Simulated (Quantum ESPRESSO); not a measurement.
In3Al2Pt2W, input and log of a self-consistent run

A calculation, not a measurement. The program is pw.x of Quantum ESPRESSO 7.5 (plane-wave density functional theory). The cell is made up: eight metal atoms on a face-centred cubic lattice, with elements, volume, strain and displacements drawn at random and not relaxed, so it may be unstable or far from any real phase. PseudoDojo standard norm-conserving files set the functional (PBE unless stated); there is no spin polarisation or spin-orbit coupling, the Fermi-Dirac width of 0.25 eV means electrons at about 2900 K, and the masses in the input are unused placeholders. Heavy elements are run without spin-orbit coupling, which real alloys of them have. A spin test at this wide smearing found no moment, but such smearing suppresses magnetism that the real alloy may have.

Input:

```
&control calculation='scf', pseudo_dir='./dojo.nc.sr.pbe.v0_5.standard.upf', outdir='./o', disk_io='minimal', tprnfor=.true., tstress=.true. /
&system ibrav=0, nat=8, ntyp=4, nbnd=60, ecutwfc=84.00895049, nosym=.true., tot_charge=0,
 occupations='smearing', smearing='fd', degauss=0.0183746611
/
&electrons conv_thr=1.470e-08, electron_maxstep=70, mixing_beta=0.5 /
ATOMIC_SPECIES
Al 1.0 Al.upf
In 1.0 In.upf
Pt 1.0 Pt.upf
W 1.0 W.upf
CELL_PARAMETERS angstrom
-4.1857 0.0 0.0
0.0 -4.1857 4.1857
0.0 6.2785 2.0928
ATOMIC_POSITIONS angstrom
In 0.0494 0.0369 -0.0203
Al 0.0085 2.1011 2.0636
Pt -0.0259 -2.0662 2.0972
In -0.008 -0.0223 4.241
Pt -2.026 4.1679 2.1665
Al -2.0527 0.0302 2.1313
W -2.1208 2.0308 4.2476
In -2.0879 -2.1167 4.206
K_POINTS automatic
6 5 4 1 1 1
```

The log is shortened where brackets say so; the opening notice, blank lines, dates and the lines on written files are dropped, and the path of the files is cut. It prints rydbergs, bohrs and kilobars, and counts compression as positive stress. Its total energy is the free energy E - TS of the whole cell.

```
     Program PWSCF v.7.5
     Parallel version (MPI & OpenMP), running on       4 processor cores
     Number of MPI processes:                 4
     Threads/MPI process:                     1
     [start-up lines left out]
     bravais-lattice index     =            0
     lattice parameter (alat)  =       7.9098  a.u.
     unit-cell volume          =     989.7504 (a.u.)^3
     number of atoms/cell      =            8
     number of atomic types    =            4
     number of electrons       =        95.00
     number of Kohn-Sham states=           60
     kinetic-energy cutoff     =      84.0090  Ry
     charge density cutoff     =     336.0358  Ry
     scf convergence threshold =      1.5E-08
     mixing beta               =       0.5000
     number of iterations used =            8  plain     mixing
     Exchange-correlation= PBE
                           (   1   4   3   4   0   0   0)
     [axes and pseudopotential details left out]
   Cartesian axes
     site n.     atom                  positions (alat units)
         1        In     tau(   1) = (   0.0118021   0.0088157  -0.0048498  )
         2        Al     tau(   2) = (   0.0020307   0.5019710   0.4930119  )
         3        Pt     tau(   3) = (  -0.0061877  -0.4936331   0.5010393  )
         4        In     tau(   4) = (  -0.0019113  -0.0053277   1.0132116  )
         5        Pt     tau(   5) = (  -0.4840290   0.9957474   0.5175956  )
         6        Al     tau(   6) = (  -0.4904078   0.0072150   0.5091860  )
         7        W      tau(   7) = (  -0.5066775   0.4851757   1.0147884  )
         8        In     tau(   8) = (  -0.4988174  -0.5056980   1.0048498  )
     number of k points=    60  Fermi-Dirac smearing, width (Ry)=  0.0184
                       cart. coord. in units 2pi/alat
        k(    1) = (  -0.0833333   0.0375010   0.1375010), wk =   0.0333333
        k(    2) = (  -0.0833333   0.1625025   0.2625025), wk =   0.0333333
     [further k points left out]
     Dense  grid:   102907 G-vectors     FFT dimensions: (  48,  72,  75)
     Estimated max dynamical RAM per process >     357.15 MB
     Estimated total dynamical RAM >       1.32 GB
     Initial potential from superposition of free atoms
     starting charge      94.9826, renormalised to      95.0000
     Starting wfcs are   65 randomized atomic wfcs
     total cpu time spent up to now is        6.8 secs
     per-process dynamical memory:   285.7 Mb
     Self-consistent Calculation
     iteration #  1     ecut=    84.01 Ry     beta= 0.50
     Davidson diagonalization with overlap
     ethr =  1.00E-02,  avg # of iterations =  4.9
     Threshold (ethr) on eigenvalues was too large:
     Diagonalizing with lowered threshold
     Davidson diagonalization with overlap
     ethr =  9.58E-04,  avg # of iterations =  1.5
     total cpu time spent up to now is       36.7 secs
     total energy              =   -1081.52076297 Ry
     estimated scf accuracy    <       0.94199689 Ry
     iteration #  2     ecut=    84.01 Ry     beta= 0.50
     Davidson diagonalization with overlap
     ethr =  9.92E-04,  avg # of iterations =  3.2
     total cpu time spent up to now is       52.5 secs
     total energy              =   -1081.51678609 Ry
     estimated scf accuracy    <       5.40127650 Ry
     iteration #  3     ecut=    84.01 Ry     beta= 0.50
     Davidson diagonalization with overlap
     ethr =  9.92E-04,  avg # of iterations =  2.6
     total cpu time spent up to now is       67.3 secs
     total energy              =   -1081.97775768 Ry
     estimated scf accuracy    <       0.19856282 Ry
     iteration #  4     ecut=    84.01 Ry     beta= 0.50
     Davidson diagonalization with overlap
     ethr =  2.09E-04,  avg # of iterations =  2.3
     total cpu time spent up to now is       81.2 secs
     total energy              =   -1082.00721684 Ry
     estimated scf accuracy    <       0.05175760 Ry
     iteration #  5     ecut=    84.01 Ry     beta= 0.50
     Davidson diagonalization with overlap
     ethr =  5.45E-05,  avg # of iterations =  5.2
     total cpu time spent up to now is       96.3 secs
     total energy              =   -1082.01297942 Ry
     estimated scf accuracy    <       0.01981996 Ry
     [iterations 6 to 7 left out]
     iteration #  8     ecut=    84.01 Ry     beta= 0.50
     Davidson diagonalization with overlap
     ethr =  9.45E-07,  avg # of iterations =  1.6
     total cpu time spent up to now is      142.1 secs
     total energy              =   -1082.01498932 Ry
     estimated scf accuracy    <       0.00005979 Ry
     iteration #  9     ecut=    84.01 Ry     beta= 0.50
     Davidson diagonalization with overlap
     ethr =  6.29E-08,  avg # of iterations =  3.1
     total cpu time spent up to now is      156.8 secs
     total energy              =   -1082.01499972 Ry
     estimated scf accuracy    <       0.00000360 Ry
     iteration # 10     ecut=    84.01 Ry     beta= 0.50
     Davidson diagonalization with overlap
     ethr =  3.79E-09,  avg # of iterations =  4.4
     total cpu time spent up to now is      174.6 secs
     total energy              =   -1082.01500075 Ry
     estimated scf accuracy    <       0.00000126 Ry
     iteration # 11     ecut=    84.01 Ry     beta= 0.50
     Davidson diagonalization with overlap
     ethr =  1.33E-09,  avg # of iterations =  2.0
     total cpu time spent up to now is      187.6 secs
     total energy              =   -1082.01500092 Ry
     estimated scf accuracy    <       0.00000006 Ry
     iteration # 12     ecut=    84.01 Ry     beta= 0.50
     Davidson diagonalization with overlap
     ethr =  6.73E-11,  avg # of iterations =  2.4
     total cpu time spent up to now is      203.1 secs
     End of self-consistent calculation
     [lines on levels left out]
!    total energy              =   -1082.01500093 Ry
     estimated scf accuracy    <       0.00000001 Ry
     smearing contrib. (-TS)   =      -0.07570205 Ry
     internal energy E=F+TS    =   -1081.93929888 Ry
     The total energy is F=E-TS. E is the sum of the following terms:
     one-electron contribution =    -371.18595239 Ry
     hartree contribution      =     246.80168883 Ry
     xc contribution           =    -252.90054175 Ry
     ewald contribution        =    -704.65449357 Ry
     convergence has been achieved in  12 iterations
     Forces acting on atoms (cartesian axes, Ry/au):
     atom    1 type  2   force =    -0.01193907   -0.03854501    0.01880913
     atom    2 type  1   force =     0.00042100    0.03671872    0.07956884
     atom    3 type  3   force =     0.00582462    0.00060274   -0.00642030
     atom    4 type  2   force =     0.00512376    0.01781917   -0.00837972
     atom    5 type  3   force =    -0.00829858   -0.02190908    0.00257099
     atom    6 type  1   force =    -0.00221600   -0.02284267    0.00192377
     atom    7 type  4   force =     0.00958170    0.01575388   -0.06777296
     atom    8 type  2   force =     0.00150258    0.01240224   -0.02029974
     Total force =     0.129377     Total SCF correction =     0.000401
     Computing stress (Cartesian axis) and pressure
          total   stress  (Ry/bohr**3)                   (kbar)     P=      -14.62
  -0.00014251   0.00004343   0.00000633          -20.96        6.39        0.93
   0.00004343  -0.00006355  -0.00025641            6.39       -9.35      -37.72
   0.00000633  -0.00025641  -0.00009205            0.93      -37.72      -13.54
     init_run     :      6.48s CPU      6.74s WALL (       1 calls)
     electrons    :    194.87s CPU    196.29s WALL (       1 calls)
     forces       :      2.52s CPU      2.55s WALL (       1 calls)
     stress       :      8.33s CPU      8.56s WALL (       1 calls)
     [timing details left out]
     PWSCF        :   3m32.33s CPU   3m34.29s WALL
     JOB DONE.
```

In other units: free energy -14721.564 eV for the cell, pressure -1.46 GPa, largest force component 2.046 eV/Å in size. The run took 216 s of wall time with four MPI processes on a shared machine (Intel Xeon, 2023 or later, virtual cores), so the time is rough. A rerun of this cell at a higher cutoff and on a denser mesh moved values by no more than 0.004 eV in energy, 0.05 GPa in stress and 0.008 eV/Å in force, and a second program with other atomic files agreed on that cell to 2 % rms in force and 0.5 GPa in pressure.